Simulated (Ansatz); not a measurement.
Ru:
```
CELL_PARAMETERS angstrom
      2.70476     0.00000     0.00000
     -1.35238     2.34239     0.00000
      0.00000     0.00000     4.26609
ATOMIC_POSITIONS crystal
  Ru 0.33333 0.66667 0.25000
  Ru 0.66667 0.33333 0.75000
```

Relaxed with r²SCAN. Special points in fractions of this cell's reciprocal vectors: Γ (0.000, 0.000, 0.000); M (0.500, 0.000, 0.000); K (0.333, 0.333, 0.000); A (0.000, 0.000, 0.500); L (0.500, 0.000, 0.500); H (0.333, 0.333, 0.500).

Task: List the band energies nearest the Fermi level at these points for the program Ansatz at the r²SCAN with spin–orbit coupling level (PAW).

Result: In eV from the Fermi level; about four levels below and three above (degenerate sets whole), none deeper than 8.9 eV; points with the same levels are listed once.

```json
[
 {"k": "Γ", "below": "-1.61 -1.61 -1.46 -1.46", "above": "1.09 1.09 1.27 1.27"},
 {"k": "M", "below": "-1.96 -1.96 -1.63 -1.63", "above": "1.40 1.40 1.79 1.79"},
 {"k": "K", "below": "-3.01 -3.01 -1.18 -1.18", "above": "0.94 0.94 1.08 1.08"},
 {"k": "A", "below": "-2.82 -2.82 -2.82 -2.82", "above": "0.47 0.47 0.47 0.47"},
 {"k": "L", "below": "-1.20 -1.20 -1.20 -1.20", "above": "0.40 0.40 0.40 0.40"},
 {"k": "H", "below": "-1.42 -1.42 -1.21 -1.21", "above": "1.20 1.20 1.25 1.25"}
]
```

Space group P6_3/mmc (hcp (Mg type)). The cell was relaxed with r²SCAN under the symmetry of its start; of distortions, only those at the zone centre were tested. The run is not spin-polarised.

Potentials: the earlier of the program's two PAW sets.
